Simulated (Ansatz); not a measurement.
CsPbCl3:
```cif
data_Cl3CsPb
_chemical_formula_sum 'Cs1 Pb1 Cl3'
_space_group_name_H-M_alt 'Pm-3m'
_space_group_IT_number 221
_space_group_name_Hall '-P 4 2 3'
_cell_length_a 5.73337
_cell_length_b 5.73337
_cell_length_c 5.73337
_cell_angle_alpha 90.000
_cell_angle_beta 90.000
_cell_angle_gamma 90.000
loop_
_atom_site_label
_atom_site_type_symbol
_atom_site_symmetry_multiplicity
_atom_site_Wyckoff_symbol
_atom_site_fract_x
_atom_site_fract_y
_atom_site_fract_z
_atom_site_occupancy
Cs1 Cs 1 b 0.50000 0.50000 0.50000 1
Pb1 Pb 1 a 0.00000 0.00000 0.00000 1
Cl1 Cl 3 d 0.00000 0.00000 0.50000 1
```

Relaxed with PBE. DFT-PBE in the program Ansatz with PAW potentials gives a gap of 2.21 eV.

Q: What gap does HSE06 give on the same cell (Ansatz, PAW)?

A: 2.90 eV, 0.69 eV more. The hybrid was solved on a coarser mesh and at special points; its gap is the smallest among all of these.

| k | v1 PBE | c1 PBE | v1 HSE06 | c1 HSE06 |
|---|---|---|---|---|
| Γ | -2.05 | 3.67 | ___ | ___ |
| R | 0.00 | 2.21 | 0.00 | 2.90 |
| M | -0.70 | 2.71 | ___ | ___ |
| X | -1.44 | 3.14 | ___ | ___ |

Q: Top valence (v1) and lowest conduction level (c1) in eV from each method's valence maximum (which need not be a listed point): supply the withheld HSE06 values.

A: 
- M, v1 HSE06: -0.82
- M, c1 HSE06: 3.43
- Γ, v1 HSE06: -2.60
- Γ, c1 HSE06: 4.40
- X, v1 HSE06: -1.71
- X, c1 HSE06: 3.88

Cost on shared cores: the PBE run (SCF on a 5×5×5 mesh, then bands and DOS) roughly 28 core-seconds, the HSE06 run (SCF on 3×3×3, then a few points) about 80 core-seconds (a rough figure); the tasks are unlike.

This is a known high-temperature phase of the composition, computed here at zero pressure and temperature. The cell was relaxed with PBE under the symmetry of its start; phonons on a q-mesh show weakly imaginary modes. Spin–orbit coupling is left out wherever it is not named.

Potentials: the later of the program's two PAW sets.
